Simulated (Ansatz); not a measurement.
Crystals of one structure type (bcc (W type)), relaxed and computed with PBE (plane waves, PAW; program Ansatz).

```json
[
 {"crystal": "Li", "a (Å)": "3.435", "spin order and moments (μB)": "not spin-polarised"},
 {"crystal": "Na", "a (Å)": "4.197", "spin order and moments (μB)": "not spin-polarised"},
 {"crystal": "V", "a (Å)": "2.996", "spin order and moments (μB)": "moments vanished"},
 {"crystal": "Fe", "a (Å)": "2.832", "spin order and moments (μB)": "ferromagnetic; net 2.17 per atom; largest site about 2.2"},
 {"crystal": "Rb", "a (Å)": "5.671", "spin order and moments (μB)": "not spin-polarised"},
 {"crystal": "Mo", "a (Å)": "3.160", "spin order and moments (μB)": "not spin-polarised"},
 {"crystal": "Ta", "a (Å)": "3.319", "spin order and moments (μB)": "not spin-polarised"},
 {"crystal": "W", "a (Å)": "3.184", "spin order and moments (μB)": "not spin-polarised"}
]
```

Spin orders computed, not proven ground states: Fe, bcc (W type) ferromagnetic. Began spin-polarised and lost the moments: V, bcc (W type). All cells were relaxed under the symmetry of their starts (and spin orders); stability against distortions was not tested throughout. Rows with no word on spin ran without spin polarisation. Spin–orbit coupling is left out wherever it is not named.

Potentials: the later of the program's two PAW sets.
